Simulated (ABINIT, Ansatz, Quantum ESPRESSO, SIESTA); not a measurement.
GeCN2: 5 runs at one level of theory

```xyz
4
Lattice="1.7938 1.0356 4.9220 -1.7938 1.0356 4.9220 0.0000 -2.0713 4.9220" Properties=species:S:1:pos:R:3 pbc="T T T"
Ge    0.0000    0.0000    0.0000
N     0.0000    0.0000    8.6219
N     0.0000    0.0000    6.1440
C     0.0000    0.0000    7.3829
```

The cell comes from a database or a generator and needn't be the stable form of this composition.

Alike in all runs: task single point; functional PBE; k mesh 9 × 9 × 9; occupations fermi-dirac, width 0.05 eV; no spin polarisation; no spin-orbit coupling. Pressure is positive in compression and, in plane waves, holds the error of the finite cutoff, which Ansatz's Pulay term estimates and takes out.

| program and potentials | plane-wave cutoff (eV) | notes | pressure (GPa) | largest force (eV/Å) |
| --- | --- | --- | --- | --- |
| Ansatz, Ansatz PAW | 420 | Pulay term of +0.44 GPa included | 0.03 | 0.017 |
| Ansatz, all-electron LAPW, scalar-relativistic | - | - | -0.05 | 0.055 |
| SIESTA, files PseudoDojo sr-pbe-0.4.1-standard, DZP (energy shift 0.003 Ry; two zetas on semicore shells) | - | atomic basis | 4.52 | 1.739 |
| ABINIT, JTH PAW PBE v2.0 | 707 | - | 0.06 | 0.098 |
| Quantum ESPRESSO, SSSP 1.3 efficiency PBE | 816 | - | -0.27 | 0.033 |

Force on atom 3 (N), eV/Å:

```csv
program and potentials,x,y,z
"Ansatz, all-electron LAPW, scalar-relativistic",0.000,0.000,0.055
"SIESTA, files PseudoDojo sr-pbe-0.4.1-standard, DZP (energy shift 0.003 Ry; two zetas on semicore shells)",0.000,0.000,-1.739
"ABINIT, JTH PAW PBE v2.0",0.000,0.000,0.098
"Quantum ESPRESSO, SSSP 1.3 efficiency PBE",0.000,0.000,0.033
```

The pressure spans -0.27 (Quantum ESPRESSO, SSSP 1.3 efficiency PBE) to 4.52 GPa (SIESTA, files PseudoDojo sr-pbe-0.4.1-standard, DZP (energy shift 0.003 Ry; two zetas on semicore shells)), with all-electron results at -0.05. The pressure on the cell as given of SIESTA, files PseudoDojo sr-pbe-0.4.1-standard, DZP (energy shift 0.003 Ry; two zetas on semicore shells) lies far from the others; the cause wasn't traced. Rows in atomic bases carry the error of their basis and grid, which can be large.

The functional is the same throughout but for its coding, so the spread measures potentials, basis and numerics; runs on potential files found faulty are left out.
